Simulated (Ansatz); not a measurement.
# Density of states of SnSe2

```cif
data_structure
_symmetry_space_group_name_H-M 'P 1'
_symmetry_Int_Tables_number 1
_cell_length_a 3.8110
_cell_length_b 3.8110
_cell_length_c 6.1370
_cell_angle_alpha 90.000
_cell_angle_beta 90.000
_cell_angle_gamma 120.000
_cell_volume 77.19
loop_
_atom_site_label
_atom_site_type_symbol
_atom_site_fract_x
_atom_site_fract_y
_atom_site_fract_z
_atom_site_occupancy
Sn1 Sn 0.00000 0.00000 0.00000 1
Se1 Se 0.33333 0.66667 0.25000 1
Se2 Se 0.66667 0.33333 0.75000 1
```

The runs use the primitive cell with vectors (3.811, 0.000, 0.000), (-1.905, 3.300, 0.000), (0.000, 0.000, 6.137) Å, to which the k mesh refers.

The cell comes from COD entry 1548805, which wasn't checked; take it as a given geometry. Its inner coordinates are ideal values, not refined ones.

Spin–orbit coupling is left out, though it moves levels of the heavy atoms by tenths of an eV or more.

These are results of DFT, PBE, all-electron LAPW, scalar-relativistic in Ansatz 0.2.0, not measurements.

The runs use a Γ-centred 7×7×4 k mesh, Fermi–Dirac smearing of 0.03 eV, basis error target 1 meV/atom, no spin polarisation.

**Question.** Which of the resolved shells contributes most in the top eV of the valence band?

**Answer.** Se 4p, with 96 % of all states there; Sn 5p follows with 2 %.

**Question.** Tabulate the density of states.

**Answer.** States per eV and cell, averaged over 0.4 eV, from -5.8 to 4.0 eV, with energies (bin centres) from the valence-band top; empty bins are left out. The partial columns, the largest 4 alone, are projections on Löwdin-orthogonalised atomic shells (those that the program's projection atoms carry: the occupied ones and, for some elements, an empty d or f shell; other empty shells have no column), summed over atoms of an element. Weights on diffuse s and p shells depend on that basis and aren't pure angular character.
```json
{"E (eV)": "-5.7", "total": "0.47", "Se 4p": "0.18", "Sn 5p": "0.00", "Sn 5s": "0.16", "Se 4s": "0.12"}
{"E (eV)": "-5.3", "total": "0.08", "Se 4p": "0.03", "Sn 5p": "0.00", "Sn 5s": "0.03", "Se 4s": "0.03"}
{"E (eV)": "-4.9", "total": "0.07", "Se 4p": "0.04", "Sn 5p": "0.02", "Sn 5s": "0.00", "Se 4s": "0.00"}
{"E (eV)": "-4.5", "total": "1.42", "Se 4p": "0.87", "Sn 5p": "0.48", "Sn 5s": "0.00", "Se 4s": "0.05"}
{"E (eV)": "-4.1", "total": "1.63", "Se 4p": "1.03", "Sn 5p": "0.53", "Sn 5s": "0.00", "Se 4s": "0.06"}
{"E (eV)": "-3.7", "total": "1.17", "Se 4p": "0.76", "Sn 5p": "0.32", "Sn 5s": "0.01", "Se 4s": "0.06"}
{"E (eV)": "-3.3", "total": "1.70", "Se 4p": "1.15", "Sn 5p": "0.45", "Sn 5s": "0.02", "Se 4s": "0.06"}
{"E (eV)": "-2.9", "total": "2.44", "Se 4p": "1.71", "Sn 5p": "0.59", "Sn 5s": "0.02", "Se 4s": "0.08"}
{"E (eV)": "-2.5", "total": "2.64", "Se 4p": "1.90", "Sn 5p": "0.61", "Sn 5s": "0.02", "Se 4s": "0.08"}
{"E (eV)": "-2.1", "total": "1.73", "Se 4p": "1.30", "Sn 5p": "0.35", "Sn 5s": "0.01", "Se 4s": "0.05"}
{"E (eV)": "-1.7", "total": "1.21", "Se 4p": "0.97", "Sn 5p": "0.19", "Sn 5s": "0.01", "Se 4s": "0.03"}
{"E (eV)": "-1.3", "total": "2.39", "Se 4p": "2.09", "Sn 5p": "0.22", "Sn 5s": "0.02", "Se 4s": "0.03"}
{"E (eV)": "-0.9", "total": "3.17", "Se 4p": "2.90", "Sn 5p": "0.16", "Sn 5s": "0.02", "Se 4s": "0.04"}
{"E (eV)": "-0.5", "total": "4.04", "Se 4p": "3.90", "Sn 5p": "0.05", "Sn 5s": "0.01", "Se 4s": "0.02"}
{"E (eV)": "-0.1", "total": "1.40", "Se 4p": "1.36", "Sn 5p": "0.01", "Sn 5s": "0.00", "Se 4s": "0.01"}
{"E (eV)": "0.7", "total": "0.01", "Se 4p": "0.00", "Sn 5p": "0.00", "Sn 5s": "0.00", "Se 4s": "0.00"}
{"E (eV)": "1.1", "total": "0.48", "Se 4p": "0.27", "Sn 5p": "0.01", "Sn 5s": "0.16", "Se 4s": "0.01"}
{"E (eV)": "1.5", "total": "1.36", "Se 4p": "0.80", "Sn 5p": "0.04", "Sn 5s": "0.44", "Se 4s": "0.01"}
{"E (eV)": "1.9", "total": "2.03", "Se 4p": "1.19", "Sn 5p": "0.07", "Sn 5s": "0.67", "Se 4s": "0.02"}
{"E (eV)": "2.3", "total": "1.12", "Se 4p": "0.64", "Sn 5p": "0.04", "Sn 5s": "0.38", "Se 4s": "0.02"}
{"E (eV)": "3.1", "total": "0.05", "Se 4p": "0.00", "Sn 5p": "0.03", "Sn 5s": "0.00", "Se 4s": "0.01"}
{"E (eV)": "3.5", "total": "0.18", "Se 4p": "0.02", "Sn 5p": "0.12", "Sn 5s": "0.00", "Se 4s": "0.03"}
{"E (eV)": "3.9", "total": "0.54", "Se 4p": "0.09", "Sn 5p": "0.32", "Sn 5s": "0.00", "Se 4s": "0.07"}
```
